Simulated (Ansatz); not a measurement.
LiTaF$_{6}$:
```
CELL_PARAMETERS angstrom
      2.60320     1.50296     4.54021
     -2.60320     1.50296     4.54021
      0.00000    -3.00592     4.54021
ATOMIC_POSITIONS crystal
  Li 0.50000 0.50000 0.50000
  Ta 0.00000 0.00000 0.00000
  F  0.14134 0.75627 0.34486
  F  0.85866 0.24373 0.65514
  F  0.75627 0.34486 0.14134
  F  0.24373 0.65514 0.85866
  F  0.34486 0.14134 0.75627
  F  0.65514 0.85866 0.24373
```

DFT-r²SCAN in the program Ansatz with PAW potentials gives a gap of 7.12 eV without spin–orbit coupling, maximum off the standard path, at k = (-0.021, 0.000, 0.042) in fractions of the reciprocal vectors, minimum at L.

Question: What happens when spin–orbit coupling is switched on?

Answer: The gap drops by 0.15 eV, to 6.97 eV; maximum at Γ, minimum at L.

Question: Give the electron effective mass with spin–orbit coupling.

Answer: 5.6, 10, 17 mₑ (principal values).

Space group R-3. The workflow started from a Materials Project entry (that database holds measured and hypothetical structures alike); the Crystallography Open Database copy checked does not list it. With Li and Ta taken as one species the cell has the higher symmetry R-3c, so it may be an ordered model of a mixed-site phase. Whether it is the stable phase at ambient conditions was not checked. The r²SCAN relaxation kept the symmetry of its start; its stability against distortions is not shown here. No spin polarisation was allowed.

Potentials: the later of the program's two PAW sets.
